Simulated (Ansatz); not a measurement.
A geometry of W away from equilibrium: step 2 of the relaxation of a relaxed W cell, doubled along one cell vector, shaken by Gaussian noise of σ = 0.08 Å a coordinate. Calculation: PBE (plane waves to 420 eV, PAW, scalar-relativistic; Ansatz, an electronic-structure program). Γ-centred k-mesh 13×7×13 on the run's cell (coarser than for final values), Fermi–Dirac smearing 0.05 eV.

```
CELL_PARAMETERS angstrom
      1.33150     0.76422     7.30976
     -2.87290     1.57021    14.65459
     -0.03439    -1.66609     7.33125
ATOMIC_POSITIONS crystal
  W  0.98860 0.99893 0.02591
  W  0.02079 0.51588 0.95190
  W  0.21055 0.11703 0.22195
  W  0.16286 0.61782 0.27264
  W  0.78100 0.39246 0.75415
  W  0.77763 0.89925 0.74114
```

### Question
What forces act on the atoms (eV/Å)?

### Answer
| atom | Fx | Fy | Fz |
|---|---|---|---|
| W1 | -0.99 | 0.83 | -2.43 |
| W2 | 1.06 | -0.93 | -1.49 |
| W3 | 0.06 | -0.28 | 0.13 |
| W4 | -0.19 | 0.23 | -0.87 |
| W5 | -0.37 | 0.39 | 1.85 |
| W6 | 0.42 | -0.25 | 2.80 |

### Question
What is the pressure?

### Answer
+2.6 GPa, compression positive.

### Question
How much energy per atom can still be gained by relaxing?

### Answer
0.56 eV/atom; the path ends in Im-3m (No. 229) (bcc (W type)).

No spin polarisation in the result.

Of the parent cell (R-3m (No. 166)): it is a generated cell of W: the first start was made by placing the elements on the sites of a structure type, and the end was not matched to a known phase here, so it may be hypothetical. Known forms of W include space group No. 229.
